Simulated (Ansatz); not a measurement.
Cu$_{3}$Pt (Cu3Au type)

```cif
data_Cu3Pt
_chemical_formula_sum 'Cu3 Pt1'
_space_group_name_H-M_alt 'P 1'
_space_group_IT_number 1
_cell_length_a 3.68445
_cell_length_b 3.68445
_cell_length_c 3.68445
_cell_angle_alpha 90.000
_cell_angle_beta 90.000
_cell_angle_gamma 90.000
loop_
_space_group_symop_operation_xyz
  'x, y, z'
loop_
_atom_site_label
_atom_site_type_symbol
_atom_site_fract_x
_atom_site_fract_y
_atom_site_fract_z
_atom_site_occupancy
Cu1 Cu 0.00000 0.50000 0.50000 1
Cu2 Cu 0.50000 0.00000 0.50000 1
Cu3 Cu 0.50000 0.50000 0.00000 1
Pt1 Pt 0.00000 0.00000 0.00000 1
```

Equation-of-state scan: isotropic scaling of the cell above, V₀ being its volume. Symmetry pins the atoms to their sites.

Calculation: r2SCAN (plane waves to 500 eV, PAW, scalar-relativistic; Ansatz, a first-principles code). k mesh 13×13×13 (Γ-centred), Fermi-Dirac smearing 0.05 eV. Energies are smeared free energies. Cu3Pt is run without spin polarisation. Cu3Pt was relaxed with its symmetry unable to fall. Spin-orbit coupling is left out, though Pt is heavy. ΔE is measured from the relaxed starting cell. The last digit holds for this mesh only.

| V (Å³/atom) | ΔE (meV/atom) |
|---|---|
| 11.254 | 91.7 |
| 11.566 | 48.8 |
| 11.879 | 20.5 |
| 12.192 | 4.9 |
| 12.504 | 0.0 |
| 12.817 | 4.4 |
| 13.130 | 16.7 |
| 13.442 | 35.8 |
| 13.755 | 60.7 |

Q: What is the fitted pressure derivative B₀′?

A: 5.2.

Q: What bulk modulus B₀ follows from a third-order Birch-Murnaghan fit?

A: 189 GPa. Check by three points about V = 12.504 Å³/atom, step 0.625: d²E/dV² ≈ (21 − 2·0 + 17) meV / 0.625² = 0.0972 eV/Å⁶, and V·d²E/dV² × 160.2 = 195 GPa.

(Under strain, the slope of the energy per volume gives the stress and its curvature an elastic modulus.)
